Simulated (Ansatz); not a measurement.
Here is the system:

CsGeI3:
```cif
data_CsGeI3
_chemical_formula_sum 'Cs1 Ge1 I3'
_space_group_name_H-M_alt 'P 1'
_space_group_IT_number 1
_cell_length_a 5.74275
_cell_length_b 5.74275
_cell_length_c 5.74275
_cell_angle_alpha 89.992
_cell_angle_beta 89.992
_cell_angle_gamma 89.992
loop_
_space_group_symop_operation_xyz
  'x, y, z'
loop_
_atom_site_label
_atom_site_type_symbol
_atom_site_fract_x
_atom_site_fract_y
_atom_site_fract_z
_atom_site_occupancy
Cs1 Cs 0.09525 0.09525 0.09525 1
Ge1 Ge 0.59519 0.59519 0.59519 1
I1 I 0.59523 0.09520 0.59523 1
I2 I 0.09520 0.59523 0.59523 1
I3 I 0.59523 0.59523 0.09520 1
```

This is the LDA-relaxed structure.

Q: All from the program Ansatz at the LDA level (PAW), unless another level is named. Give the electronic character.

A: no gap, with almost no states at the Fermi level (zero-gap or semimetallic).

Q: Predict the formation energy from the elements (no fitted shifts).

A: -0.84 eV/atom.

Space group Pm-3m (cubic perovskite). The first step of the workflow began from a Materials Project structure, measured or hypothetical; the Crystallography Open Database copy checked does not list it. COD files the formula under space group No. 160, so this cell is another polymorph or a model. Whether it is the stable phase at ambient conditions was not checked. The LDA relaxation kept the symmetry of its start; of distortions, only those at the zone centre were tested, and some modes there are weakly imaginary. The references are the lowest solids computed at this level, not always the standard phases. Scalar-relativistic: spin–orbit coupling is off unless named, which matters more the heavier the elements.

Potentials: the later of the program's two PAW sets.
